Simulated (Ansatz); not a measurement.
Total density of states per atom from DFT-r²SCAN in the program Ansatz with PAW potentials, in 0.25 eV bins, energy from the Fermi level:

(E (eV), states/eV/atom): (-7.85, 0.00); (-7.60, 0.00); (-7.35, 0.00); (-7.10, 0.00); (-6.85, 0.00); (-6.60, 0.00); (-6.35, 0.00); (-6.10, 0.00); (-5.85, 0.05); (-5.60, 0.36); (-5.35, 0.53); (-5.10, 0.88); (-4.85, 1.18); (-4.60, 0.91); (-4.35, 0.85); (-4.10, 0.71); (-3.85, 0.87); (-3.60, 2.19); (-3.35, 1.24); (-3.10, 0.24); (-2.85, 0.27); (-2.60, 0.58); (-2.35, 0.97); (-2.10, 0.92); (-1.85, 0.79); (-1.60, 0.65); (-1.35, 0.67); (-1.10, 0.45); (-0.85, 0.26); (-0.60, 0.19); (-0.35, 0.14); (-0.10, 0.14); (0.15, 0.74); (0.40, 1.56); (0.65, 0.35); (0.90, 0.70); (1.15, 2.81); (1.40, 1.58); (1.65, 0.25); (1.90, 0.00); (2.15, 0.70); (2.40, 0.95); (2.65, 1.00); (2.90, 1.91); (3.15, 0.67); (3.40, 0.10); (3.65, 0.00); (3.90, 0.00); (4.15, 0.00); (4.40, 0.00); (4.65, 0.00)

Question: Pick the material that matches.
A) ZnS, NiAs type
B) LuTiGe, P4/nmm (Lu on 2c, Ti on 2a, Ge on 2c)
C) Li2S, anti-fluorite
D) TiTeS, P3m1 (Ti on 1b, Te on 1a, S on 1c)

Answer: D, TiTeS, P3m1 (Ti on 1b, Te on 1a, S on 1c). Within 0.5 eV of the Fermi level: Ti 3d 79 %, S 3p 9 %, Te 5p 8 %. Projections are on Löwdin-orthogonalised atomic valence shells; empty p or d shells of many metals are not among them.

The workflow started from a Materials Project entry (that database holds measured and hypothetical structures alike); the Crystallography Open Database copy checked does not list it. Whether it is the stable phase at ambient conditions was not checked. The cell was relaxed with r²SCAN under the symmetry of its start; its stability against distortions is not shown here. The run is not spin-polarised. A crystal of weakly bound layers computed without a dispersion correction: the cell and the soft elastic constants depend strongly on that. Scalar-relativistic: spin–orbit coupling is off unless named, which matters more the heavier the elements.

Potentials: the later of the program's two PAW sets.
